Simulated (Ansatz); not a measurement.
The relaxed structure here is a generated cell of Ag: the first start was made by a random draw of sites in a space group, and the end was not matched to a known phase here, so it may be hypothetical. Known forms of Ag include space group No. 225.

A relaxed cell of Ag (P4/mbm (No. 127)), relaxed on a k-mesh at least as fine as the one used below. The numbers are results of PBEsol (plane waves to 420 eV, PAW, scalar-relativistic; Ansatz, a program for electronic structure), not measurements. Γ-centred k-mesh 3×6×12 on the run's cell (coarser than for final values), Fermi–Dirac smearing 0.05 eV.

```
Ag
1.0
   10.58537     0.00000     0.00000
    0.00000     5.29268     0.00000
    0.00000     0.00000     2.69621
Ag
8
Direct
  0.15725   0.81450   0.50000
  0.65725   0.81450   0.50000
  0.34275   0.18550   0.50000
  0.84275   0.18550   0.50000
  0.09275   0.31450   0.50000
  0.59275   0.31450   0.50000
  0.40725   0.68550   0.50000
  0.90725   0.68550   0.50000
```

The atoms are displaced by (Å):

```tsv
atom	ux	uy	uz
Ag1	0.104	0.038	-0.001
Ag2	-0.004	0.042	-0.124
Ag3	0.015	-0.092	0.062
Ag4	-0.032	-0.130	-0.006
Ag5	-0.013	0.193	0.014
Ag6	-0.064	0.166	-0.064
Ag7	0.055	-0.033	0.053
Ag8	0.046	0.020	0.081
```

Problem. What forces (eV/Å) and pressure result?

Solution. 
```tsv
atom	Fx	Fy	Fz
Ag1	-0.51	0.35	-0.05
Ag2	-0.02	0.34	-0.14
Ag3	0.13	0.63	0.06
Ag4	0.25	1.08	0.00
Ag5	0.31	-1.15	-0.02
Ag6	0.83	-1.23	-0.07
Ag7	-0.65	0.26	0.11
Ag8	-0.33	-0.29	0.11
```

Pressure +2.1 GPa.

Problem. Estimate the energy cost of the displacement in the harmonic approximation and compare with the calculation.

Solution. For a harmonic well ΔE = −½ Σ F·u = 0.369 eV a cell, or 46 meV/atom. The calculated energy relative to the undisplaced cell is +0.05 eV/atom, so the harmonic estimate holds well.

The undisplaced cell is probably no minimum: from this displacement the run went on to Fm-3m (No. 225), 0.31 eV/atom below it.

No spin polarisation in the result.
